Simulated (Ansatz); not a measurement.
SrTiO$_{3}$ (cubic perovskite)

```
SrTiO3
1.0
    3.90695     0.00000     0.00000
    0.00000     3.90695     0.00000
    0.00000     0.00000     3.90695
Sr Ti O
1 1 3
Cartesian
  0.00000   0.00000   0.00000
  1.95348   1.95348   1.95348
  0.00000   1.95348   1.95348
  1.95348   1.95348   0.00000
  1.95348   0.00000   1.95348
```

In each cell atom 1 (Sr, nearest neighbour O at 2.763 Å; its periodic images, 3.9 Å or more away, move with it) moves by s·(0.707, 0.707, 0.000) (along Cartesian [110]), the rest being held.

The numbers are results of r2SCAN (plane waves to 500 eV, PAW, scalar-relativistic; Ansatz, a program for electronic structure), not measurements. k mesh 7×7×7 (Γ-centred), Fermi-Dirac smearing 0.05 eV. The energy includes the smearing's −TS. Left out: 2 of 11 points, with atoms too close for the PAW data. SrTiO3 is run without spin polarisation. SrTiO3 was relaxed with its symmetry unable to fall. The zero of ΔE is the undisplaced structure.

The scan covers s from -0.664 to 0.664 Å in 9 points.

Q: Is the energy the same for equal positive and negative displacements?

A: Even: the same for both signs. With its periodic images moving along, the atom's site symmetry in this cell is m-3m.

Q: What is the energy change at s = 0.664 Å?

A: 1445 meV/cell.

Q: What force acts on the atom along the line at s = -0.664 Å?

A: 6.19 eV/Å.

Q: What is the force constant k = d²E/ds² of this move at s = 0?

A: 3.99 eV/Å².

(For displaced atoms, the force is minus the slope of the energy, and its curvature is a force constant, which sets phonon frequencies.)
